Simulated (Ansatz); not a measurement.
Ca$_{6}$Sb$_{2}$PN:
```
Ca6Sb2PN
1.0
    0.00000     5.09548     5.09548
    5.09548     0.00000     5.09548
    5.09548     5.09548     0.00000
Ca Sb P N
6 2 1 1
Direct
  0.26439   0.73561   0.73561
  0.73561   0.26439   0.26439
  0.73561   0.26439   0.73561
  0.26439   0.73561   0.26439
  0.73561   0.73561   0.26439
  0.26439   0.26439   0.73561
  0.25000   0.25000   0.25000
  0.75000   0.75000   0.75000
  0.00000   0.00000   0.00000
  0.50000   0.50000   0.50000
```

Relaxed with r²SCAN.

Task: Give the Bader charges and basin volumes of the independent atoms, r²SCAN in the plane-wave PAW code Ansatz.

Result: 

```json
[
 {"atom": "Ca1", "Bader charge (e)": "+1.40", "Bader volume (Å³)": "15.1"},
 {"atom": "Sb7", "Bader charge (e)": "-2.11", "Bader volume (Å³)": "59.4"},
 {"atom": "P9", "Bader charge (e)": "-2.11", "Bader volume (Å³)": "34.9"},
 {"atom": "N10", "Bader charge (e)": "-2.08", "Bader volume (Å³)": "20.2"}
]
```

Space group Fm-3m. The start of the workflow was typed in or built on a structure type; neither database checked (COD, Materials Project) lists it. Whether it is the stable phase at ambient conditions was not checked. The r²SCAN relaxation kept the symmetry of its start; whether a distortion lowers the energy is not shown. Spin–orbit coupling is left out wherever it is not named.

Potentials: the later of the program's two PAW sets.
